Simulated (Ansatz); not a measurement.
Ansatz run, ZrCo6Ge6

input.yaml (Ansatz 0.2.0)

```yaml
crystal:
  lattice:
    - [2.75459, 4.378428, 0.043931]
    - [-2.45398, 4.20487, 0.070816]
    - [-0.041478, 0.102208, 8.172899]
  atoms:
    - { symbol: Ge, position: [0.339838, 0.317523, 0.990862] }
    - { symbol: Ge, position: [0.646147, 0.673692, 0.00585] }
    - { symbol: Ge, position: [0.019984, 0.018265, 0.33984] }
    - { symbol: Ge, position: [0.995126, 0.999944, 0.658014] }
    - { symbol: Zr, position: [0.005026, 0.008833, 0.986151] }
    - { symbol: Co, position: [0.513871, 0.474515, 0.251538] }
    - { symbol: Co, position: [0.48553, 0.022251, 0.263682] }
    - { symbol: Co, position: [0.038192, 0.508477, 0.274478] }
    - { symbol: Co, position: [0.977412, 0.528988, 0.739568] }
    - { symbol: Co, position: [0.505984, 0.988375, 0.731904] }
    - { symbol: Co, position: [0.477874, 0.520167, 0.742] }
    - { symbol: Ge, position: [0.348426, 0.341736, 0.497135] }
    - { symbol: Ge, position: [0.659002, 0.661475, 0.507119] }
kpoints:
  mp_grid: { grid: [4, 4, 3], shift: [0.5, 0.0, 0.5] }
magnetization:
  spin_polarized: false
scf:
  occupations: { method: fermi_dirac }
  lower_state_search: "off"
  max_iter: 200
hamiltonian:
  pseudopotentials: { kind: paw }
  xc: mr2scan
basis:
  ecutwfc: 500
  fft_grid_basis: typed
output:
  forces: true
  stress: true
  eigenvalues: true
  populations: true
  elf: true
  write_potential: true
  volumetric_format: npy
  dos:
    e_range: [-12, 8]
    de: 0.05
    projected: { site_lists: { Co: [Co], Ge: [Ge], Zr: [Zr] } }
checkpoint:
  read: saved_state
```

The saved state is an earlier solution for the same cell, perhaps on another mesh. 

Excerpt of what it printed:

```
Pseudopotentials: kind: paw
Pseudopotential: Ge, paw, valence charge 14, recommended cutoff 500 eV (meta_gga), Ge.paw.azcp
Pseudopotential: Zr, paw, valence charge 12, recommended cutoff 500 eV (meta_gga), Zr.paw.azcp
Pseudopotential: Co, paw, valence charge 17, recommended cutoff 500 eV (meta_gga), Co.paw.azcp
Functional definition: m-r2SCAN
  exchange = m_r2scan_x
  correlation = m_r2scan_c
Crystal: 13 atoms, lattice volume = 182.442 Å³
Basis set: ecut = 500 eV, 4649 PW (Γ), exchange–correlation on 160×144×240 points (64 copies of the dense FFT grid, shifted against one another)
Bands: 119, of which v1, the nominal top of the filled ones, is band 99 counted from 1 (98 counted from 0)
Symmetry: 1 space group operations
Space group: P1 (ITA 1), of the structure as read, at distance tolerance 5.7e-5 Å
k-points: 24 of 48 (time reversal used)
Initial density: read from a saved state, or passed on in memory by an earlier SCF of this step, an earlier step, the calling program or the single point that the run made first
Functional: x = mr2scan, c = mr2scan; τ floored in thin density (d = 2e-4 eV/Å³)
SCF iter   1: F=-60802.1316 eV  Δρ=4.95e-3  dr2=2.96e-2  dr2_τ=2.03e-2
SCF iter   2: F=-60801.8297 eV  Δρ=1.57e-2  dr2=3.71e-1  dr2_τ=4.01e-3  recentre
SCF iter   3: F=-60802.1507 eV  Δρ=2.90e-3  dr2=7.74e-3  dr2_τ=1.95e-3
SCF iter   4: F=-60802.1549 eV  Δρ=1.71e-3  dr2=2.73e-3  dr2_τ=6.26e-4
SCF iter   5: F=-60802.1554 eV  Δρ=1.23e-3  dr2=2.04e-3  dr2_τ=1.64e-4
SCF iter   6: F=-60802.1569 eV  Δρ=4.56e-4  dr2=3.28e-4  dr2_τ=1.28e-5
SCF iter   7: F=-60802.1563 eV  Δρ=7.72e-4  dr2=1.02e-3  dr2_τ=9.19e-6  recentre
SCF iter   8: F=-60802.1571 eV  Δρ=1.37e-4  dr2=4.48e-5  dr2_τ=9.77e-7
SCF iter   9: F=-60802.1572 eV  Δρ=1.15e-4  dr2=2.31e-5  dr2_τ=1.32e-6
SCF iter  10: F=-60802.1572 eV  Δρ=8.85e-5  dr2=1.17e-5  dr2_τ=1.17e-6
SCF iter  11: F=-60802.1572 eV  Δρ=1.21e-4  dr2=2.31e-5  dr2_τ=5.64e-7
SCF iter  12: F=-60802.1572 eV  Δρ=1.00e-4  dr2=1.58e-5  dr2_τ=1.66e-7
SCF iter  13: F=-60802.1573 eV  Δρ=3.69e-5  dr2=1.82e-6  dr2_τ=9.74e-8
SCF iter  14: F=-60802.1573 eV  Δρ=2.77e-5  dr2=1.27e-6  dr2_τ=4.11e-8
SCF iter  15: F=-60802.1573 eV  Δρ=2.08e-5  dr2=6.01e-7  dr2_τ=2.04e-8
SCF iter  16: F=-60802.1573 eV  Δρ=1.43e-5  dr2=3.15e-7  dr2_τ=1.80e-8
SCF iter  17: F=-60802.1573 eV  Δρ=1.16e-5  dr2=2.24e-7  dr2_τ=1.00e-8
SCF iter  18: F=-60802.1573 eV  Δρ=7.41e-6  dr2=7.85e-8  dr2_τ=2.88e-9
Free energy (F): -60802.1573 eV
Harris-Foulkes:  -60802.1573 eV  (|F-HF|=2.98e-8)
Internal energy: -60801.8330 eV  (E = F + TS)
E sigma→0 (E₀):  -60801.9951 eV
Entropy (-TS):   -0.3242 eV (-24.941 meV/atom)
Fermi energy:    15.4171 eV
--- Forces (eV/Å), atoms counted from 1 ---
  atom   1  Ge    -0.0940     0.5042     0.0530
  atom   2  Ge     0.1253     0.3550    -0.1497
  atom   3  Ge    -0.0412    -0.4868    -0.2735
  atom   4  Ge    -0.0950     0.3139    -0.3644
  atom   5  Zr    -0.0724    -0.5867     0.8502
  atom   6  Co    -0.1430     1.9450    -0.6359
  atom   7  Co     1.3918    -1.2078    -0.5752
  atom   8  Co    -1.5329    -0.8421    -0.6149
  atom   9  Co     1.1122    -0.5079     0.6491
  atom  10  Co    -1.2767     0.7322     0.6723
  atom  11  Co     0.5072    -0.4325     0.6741
  atom  12  Ge     0.0345    -0.3780     1.1247
  atom  13  Ge     0.0841     0.5915    -1.4099
--- Stress (GPa, compression-positive) ---
       -9.1596      -4.9474       0.7591
       -4.9474      -1.6054      -1.2666
        0.7591      -1.2666     -16.8872
  P = ⅓ Tr σ = -9.2174 GPa (-92.174 kbar)
```

Origin: a strained cell with displaced atoms, so it need not be a known compound. Caveats: no spin polarisation, so a magnetic state may lie lower; the k mesh is coarse if the cell is a metal; atoms or cell far from equilibrium; m-r2SCAN is r2SCAN with a changed spin dependence that lowers moments.
